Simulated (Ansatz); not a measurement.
Cd:
Space group R-3m, hexagonal axes (No. 166); a = b = 3.2623 Å, c = 7.1368 Å, α = β = 90.00°, γ = 120.00°

```tsv
atom	site	symmetry	x	y	z
Cd	3a	-3m	0.0000	0.0000	0.0000
```
(The calculation used a cell of 1 atom; values per cell refer to that cell.)

Relaxed at zero pressure with the program Ansatz at the r²SCAN level (PAW).

Question: The volume is raised by 3 % and shape and atoms relax at that volume. What pressure results, and how do the axes share the change?

Answer: -1.3 GPa; a 1.3 %, b 1.3 %, c 0.3 %; the energy rises by 3 meV/atom.

Question: Give the new structure.

Answer: 
Space group R-3m, hexagonal axes (No. 166); a = 3.3055 Å, b = 3.3055 Å, c = 7.1600 Å, α = 90.00°, β = 90.00°, γ = 120.00°

```tsv
atom	site	symmetry	x	y	z
Cd	3a	-3m	0.0000	0.0000	0.0000
```

The phase is kept; no other phase was compared at this pressure.

The first step of the workflow began from a Materials Project structure, measured or hypothetical; the Crystallography Open Database copy checked does not list it. It is not the phase usual at ambient conditions (space group No. 194). Symmetry was held in the r²SCAN relaxation. At this level the phase is mechanically unstable. Axis ratios of metals converge slowly with the k-mesh, so a and c are less sure than the volume.

Potentials: the later of the program's two PAW sets.
